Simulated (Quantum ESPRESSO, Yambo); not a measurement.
# CaI2 monolayer: DFT and GW levels

```xyz
3
Lattice="4.4357 0.0000 0.0000 -2.2178 3.8414 0.0000 0.0000 0.0000 16.5000" Properties=species:S:1:pos:R:3 pbc="T T T"
Ca     0.0000     0.0000     0.0000
I      0.0000     2.5609     1.7565
I      2.2178     1.2805    -1.7565
```

The layer was cut from Materials Project entry mp-30031 and relaxed with PBEsol in a cell 16.5 Å high, with the Coulomb interaction truncated along z.

Starting point: PBEsol (Quantum ESPRESSO, PseudoDojo norm-conserving, 70 Ry, no spin-orbit coupling). G0W0 in Yambo: 6×6×1 Γ-centred k mesh, 135 bands and a 6 Ry block in the screening, 135 bands in G with the Bruneval-Gonze terminator, plasmon pole fitted at 27.2 eV, slab-truncated Coulomb interaction, stochastic integration of W near q = 0.

```json
{
  "PBEsol gap along the band path": "3.75 eV",
  "PBEsol gap between the mesh's edge points (Γ → M)": "3.75 eV",
  "G0W0 gap between the same points": "6.82 eV",
  "PBEsol smallest direct gap on the mesh (at (0, 0.333))": "4.37 eV",
  "G0W0 direct gap at that point": "7.58 eV"
}
```

| k point | band | E PBEsol (eV) | E QP (eV) | shift (eV) | Z |
|---|---|---|---|---|---|
| Γ | VB | 0.00 | -1.47 | -1.47 | 0.82 |
| Γ | CB | 4.50 | 5.98 | 1.47 | 0.83 |
| (0, 0.333) | VB | -0.46 | -2.02 | -1.56 | 0.81 |
| (0, 0.333) | CB | 3.91 | 5.56 | 1.64 | 0.83 |
| M | VB | -0.70 | -2.26 | -1.56 | 0.81 |
| M | CB | 3.75 | 5.34 | 1.59 | 0.83 |
| K | VB | -0.78 | -2.34 | -1.57 | 0.81 |
| K | CB | 4.92 | 6.85 | 1.93 | 0.82 |

Energies count from the PBEsol valence-band maximum.

Nearest settings tried, and what they do to the gap: 85 bands in G: -10 meV; 85 bands in W, 85 bands in G: -12 meV; 3 Ry block (179 vectors against 511): -167 meV. Not varied: mesh, cell height. So the settings aren't converged at that level.

Without spin-orbit coupling, band edges of such heavy elements can be off by tenths of an eV.

This is a model layer cut from the bulk structure; whether it is stable on its own was not checked.
